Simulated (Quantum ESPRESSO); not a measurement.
Kohn-Sham bands of PbI2 (CdI2 type)

```yaml
crystal:
  lattice:
    - [4.61269, 0.00000, 0.00000]
    - [-2.30635, 3.99471, 0.00000]
    - [0.00000, 0.00000, 7.25703]
  atoms:
    - { symbol: Pb, position: [0.00000, 0.00000, 0.00000] }
    - { symbol: I, position: [0.66667, 0.33333, 0.74095] }
    - { symbol: I, position: [0.33333, 0.66667, 0.25905] }
```

Cell from Materials Project (mp-22893), symmetrised, no further relaxation. COD (Crystallography Open Database) has the formula in 4 space groups, this one among them (matched by group alone). Computed values, not measurements, from PBEsol: Quantum ESPRESSO (norm-conserving PseudoDojo potentials, cutoff 56 Ry, no spin polarisation, no spin-orbit coupling) on a Γ-centred 12×12×4 mesh, then Wannier90. Density: 12×12×4 mesh, cold smearing 0.01 Ry. Spin-orbit coupling is left out although heavy elements are present.

Energies are relative to the valence-band maximum; weights are on the orthonormalised atomic waves of the pseudopotential files, averaged over the group. 28 electrons a cell are treated as valence.

Task: Into which isolated groups do the bands fall, where do they lie and what are they made of?

Result: 
| bands | from (eV) | to (eV) | filling | weight on atomic waves |
|---|---|---|---|---|
| 1–5 | -15.97 | -15.91 | filled | Pb 5d 100 % |
| 6–7 | -11.92 | -11.15 | filled | I 5s 90 %, Pb 6p 6 % |
| 8 | -7.33 | -6.67 | filled | Pb 6s 80 %, I 5p 13 %, I 5s 6 % |
| 9–14 | -3.04 | 0.00 | filled | I 5p 85 %, Pb 6p 12 % |
| 15–17 | 2.24 | 4.57 | empty | Pb 6p 68 %, I 5p 24 % |

The Kohn-Sham gap over both meshes and the path is 2.24 eV.
